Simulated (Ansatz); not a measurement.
Data:

Sc3InB:
Space group Pm-3m (No. 221); a = b = c = 4.6813 Å, α = β = γ = 90.00°

| atom | site | symmetry | x | y | z |
|---|---|---|---|---|---|
| B | 1b | m-3m | 0.5000 | 0.5000 | 0.5000 |
| In | 1a | m-3m | 0.0000 | 0.0000 | 0.0000 |
| Sc | 3c | 4/mm.m | 0.0000 | 0.5000 | 0.5000 |

This is the r²SCAN-relaxed structure.

Task: All from plane-wave PAW r²SCAN (Ansatz code), unless another level is named. Predict the Hill bulk and shear moduli.

Result: 82.3 and 60.9 GPa.

Task: Predict the elastic constants (relaxed ions, GPa).

Result: C11 = 176, C12 = 35.4, C44 = 55.3.

Task: What about the highest zone-centre frequency?

Result: 462 cm^-1.

The workflow started from an entry of the Crystallography Open Database (COD). Whether it is the stable phase at ambient conditions was not checked. The cell was relaxed with r²SCAN under the symmetry of its start; of distortions, only those at the zone centre were tested. No spin polarisation was allowed. As this level gives no gap, shear constants depend on the k-mesh and smearing (Fermi–Dirac, 0.1 eV here). As this level gives no gap, phonon frequencies hold no LO–TO term and depend on the k-mesh and smearing (Fermi–Dirac, 0.1 eV here).

Potentials: the later of the program's two PAW sets.
